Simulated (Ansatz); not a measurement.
**InSb3 and the effect of the functional**

```cif
data_structure
_symmetry_space_group_name_H-M 'Pm-3m'
_symmetry_Int_Tables_number 221
_cell_length_a 4.8064
_cell_length_b 4.8064
_cell_length_c 4.8064
_cell_angle_alpha 90.000
_cell_angle_beta 90.000
_cell_angle_gamma 90.000
_cell_volume 111.03
loop_
_atom_site_label
_atom_site_type_symbol
_atom_site_symmetry_multiplicity
_atom_site_Wyckoff_symbol
_atom_site_fract_x
_atom_site_fract_y
_atom_site_fract_z
_atom_site_occupancy
Sb1 Sb 3 c 0.50000 0.50000 0.00000 1
In1 In 1 a 0.00000 0.00000 0.00000 1
```

The cell comes from a database or a generator and needn't be the stable form of this composition.

Kept alike: task band structure; k mesh 6 × 6 × 6; occupations fermi-dirac, width 0.05 eV; no spin polarisation. Program: Ansatz, all-electron LAPW, scalar-relativistic. The mesh is that of the run's cell of 4 atoms. No spin-orbit coupling.

| functional | pressure (GPa) |
| --- | --- |
| LDA | -3.82 |
| PBE | 0.19 |
| PBEsol | -2.67 |

Pressure is positive in compression. For a metal such a mesh leaves the last digits unconverged.

What does the functional change here?

The pressure runs from -3.82 (LDA) to 0.19 GPa (PBE). From PBE: LDA -4.01; PBEsol -2.86.
